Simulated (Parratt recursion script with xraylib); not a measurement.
**X-ray reflectivity, Kiessig fringes on Si: a table of runs and one to predict**

Calculation: specular X-ray reflectivity, Parratt recursion, Névot-Croce roughness, xraylib tables; Parratt recursion script with xraylib 4.3.0.

Photon energy 12.4 keV (λ = 0.9999 Å), s polarisation. The grazing angle θ is scanned from 0.05° to 1.95° in 900 evenly spaced points, and the curve is smoothed with a Gaussian of 0.004° full width. A minimum is a scan point below both neighbours, placed by a parabola through ln R at the three points.

Each run is one film on Si (density 2.313 g/cm³, δ = 3.145 × 10⁻⁶, rms roughness 1.6 Å) under vacuum. The film surface has an rms roughness of 2 Å in all runs. The refractive index is n = 1 − δ + iβ. The table lists all minima between 0.5 and 1.15°.

| run | film | thickness d (Å) | density (g/cm³) | δ (10⁻⁶) | β (10⁻⁶) | minima at θ (°) |
|---|---|---|---|---|---|---|
| A | Mo | 300 | 8.522 | 9.907 | 0.3237 | 0.542, 0.627, 0.716, 0.806, 0.897, 0.989, 1.081 |
| B | Mo | 300 | 8.021 | 9.325 | 0.3047 | 0.538, 0.625, 0.713, 0.803, 0.895, 0.987, 1.079 |
| C | Mo | 375 | 8.522 | 9.907 | 0.3237 | ? |
| D | Mo | 240 | 8.522 | 9.907 | 0.3237 | 0.542, 0.649, 0.761, 0.874, 0.989, 1.104 |

Densities are inputs, not measurements. They were set from computed cells of the Materials Project: Mo from entry mp-129 (Im-3m, 10.026 g/cm³, taken at 80 and 85 %); Si from entry mp-149 (Fd-3m, 2.313 g/cm³). A layer's crystal structure does not enter its constants, only its composition and density.

### Question
How many minima does run C have between 0.5 and 1.15°, and where?

### Answer
Inside a film the fringe order is m = (2d/λ)(sin²θ − 2δ)^½, with the film's own δ. Where the film's δ lies above the substrate's, its two faces reflect with opposite signs, and minima are expected at whole m.

- Run A, δ above the substrate's: the minima give m = 5.01, 6.00, 7.01, 8.01, 9.01, 10.01, 11.00.
- Run B, δ above the substrate's: the minima give m = 5.00, 6.01, 7.00, 8.00, 9.01, 10.01, 11.00.
- Run D, δ above the substrate's: the minima give m = 4.01, 5.00, 6.01, 7.00, 8.01, 9.00.

In run C the film's δ lies above the substrate's, so take whole m. The window runs from m = 5.63 to 14.68 and holds m = 6, 7, 8, 9, 10, 11, 12, 13, 14. Then sin²θ = 2δ + (mλ/2d)² gives θ = 0.525, 0.592, 0.662, 0.733, 0.805, 0.878, 0.952, 1.025, 1.099°.

The run has 9 minima, at 0.525, 0.593, 0.663, 0.734, 0.806, 0.878, 0.952, 1.026, 1.100°. The largest distance from one of them to an estimated minimum is 0.001°, against a mean spacing of 0.072°.
